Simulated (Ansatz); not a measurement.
# Kick test of a cell of LiC3

The cell was found from a structure generator's guess, not taken from experiment.

The calculation used DFT PBE, scalar-relativistic, plane waves, PAW in Ansatz. Cutoff 420 eV; k points 12×12×10 on the computed 8-atom cell (Γ-centred); Gaussian smearing, width 0.10 eV; no spin polarisation.

The cell below (8 atoms, space group P6/mmm (No. 191)) is relaxed within its symmetry.

```
Li C
1.0
     4.39430    0.00000    0.00000
    -2.19715    3.80557    0.00000
     0.00000    0.00000    3.60279
Li C
2 6
Direct
  0.33333 0.66667 0.50000
  0.66667 0.33333 0.50000
  0.33241 0.33241 0.00000
  0.00000 0.66759 0.00000
  0.66759 0.00000 0.00000
  0.00000 0.33241 0.00000
  0.66759 0.66759 0.00000
  0.33241 0.00000 0.00000
```

For the test it was strained at random (σ = 1.5 % a component), the atoms were moved at random (σ = 0.15 Å), and all was relaxed again on a coarse 6×6×6 mesh (in the run’s order of axes) with 0.20 eV smearing, with no symmetry imposed.

Question: Does it come back?

Answer: It returns, within 1 meV/atom of the unmoved cell on that mesh and with the same symmetry when read at 0.1 Å. No instability shows in this cell; modes of other wave vectors, which need another repeat, aren't tested.
